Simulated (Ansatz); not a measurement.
InSb:
```xyz
6
Lattice="4.5875 0.0000 0.0000 -2.2937 3.9729 0.0000 0.0000 0.0000 10.0327" Properties=species:S:1:pos:R:3 pbc="T T T"
In    -1.0213     1.7690     6.6885
In     1.2724     2.2039     0.0000
In     2.0426     0.0000     3.3442
Sb    -1.0646     1.8440     1.6721
Sb     1.2291     2.1288     5.0163
Sb     2.1293     0.0000     8.3606
```

Relaxed with PBEsol. Special points in fractions of this cell's reciprocal vectors: Γ (0.000, 0.000, 0.000); M (0.500, 0.000, 0.000); K (0.333, 0.333, 0.000); A (0.000, 0.000, 0.500); L (0.500, 0.000, 0.500); H (0.333, 0.333, 0.500).

Problem. List the band energies nearest the Fermi level at these points for plane-wave PAW PBEsol (Ansatz code).

Solution. In eV from the Fermi level; about four levels below and three above (degenerate sets whole), none deeper than 8.9 eV; points with the same levels are listed once.

```tsv
k	below	above
Γ	-0.87 -0.87 -0.60 -0.60 -0.17	0.22 1.25 1.25
M	-2.23 -1.60 -1.36 -1.33	0.22 0.29 1.27
K	-1.82 -1.33 -1.33 -0.22	1.59 1.59 4.04 4.04
A	-0.63 -0.44 -0.44 -0.18	1.18 1.18 1.19
L	-2.09 -2.04 -1.71 -1.46	0.74 1.10 1.95
H	-3.15 -3.15 -1.83 -1.19	1.88 1.90 1.90
```

Space group P3_121. The start of the workflow was typed in or built on a structure type; neither database checked (COD, Materials Project) lists it. It is not the phase usual at ambient conditions (space group No. 216). The PBEsol relaxation kept the symmetry of its start; its stability against distortions is not shown here. A small band overlap can be real or an error of a semilocal functional. The Fermi level of a semimetal is unsure by some 0.05 eV on such meshes. Scalar-relativistic: spin–orbit coupling is off unless named, which matters more the heavier the elements.

Potentials: the earlier of the program's two PAW sets. The files were generated under PBE; for other functionals the program regenerates the frozen cores, and for LDA and PBEsol the local potential too.
